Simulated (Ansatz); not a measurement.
## BaCuS: reading a single point

```
Cu Ba S
1.0
     4.63014    0.00000    0.00000
     0.00000    4.63014    0.00000
     0.00000    0.00000    8.09650
Cu Ba S
2 2 2
Direct
  0.00000 0.00000 0.00000
  0.50000 0.50000 0.00000
  0.00000 0.50000 0.16800
  0.50000 0.00000 0.83200
  0.00000 0.50000 0.68800
  0.50000 0.00000 0.31200
```

Single point in Ansatz 0.2.0 with r2SCAN, with U_eff = 1.62 eV on Cu d (all-electron-ortho-atomic projectors), collinear spin. Cutoff 500 eV, PAW datasets, 5×5×3 Γ-centred k mesh, fermi-dirac filling (width 0.1 eV).

The state carries no moments; the state need not be the lowest.

Task: What do density and ELF say about some of the short contacts?

Result: Cu–Ba at 2.69 Å: least valence density 0.30 e/Å³ and ELF 0.18 there. S–Cu at 3.43 Å: least valence density 0.10 e/Å³ and ELF 0.22 there. S–Ba at 3.48 Å: least valence density 0.10 e/Å³ and ELF 0.09 there. These are pseudo-fields; inside the PAW spheres they differ from the all-electron ones.

Task: Which atom feels the largest force, and which way?

Result: The largest is on Ba3 (and as large on other atoms): 4.35 eV/Å, components (0.00, 0.00, 4.35). It makes 120° with the line to a nearest neighbour, Cu1 at 2.69 Å.

Task: What happens at the Fermi level?

Result: It is a metal, with about 3.6 states/eV a cell as the mean within 0.25 eV of the Fermi level, mostly Cu s (50 %) and S p (31 %).

Task: Is the cell too large or too small?

Result: The pressure is 3.6 GPa (compression positive), so with the atoms held at these fractions the cell would first expand; the forces are large, so a full relaxation may end otherwise. The principal stresses -1.8, 6.3, 6.3 GPa differ, so its shape would change too.

Origin: a known structure type with other elements, at an estimated volume, so it need not be a known compound. Caveats: the input typed no starting moments; atoms or cell far from equilibrium.
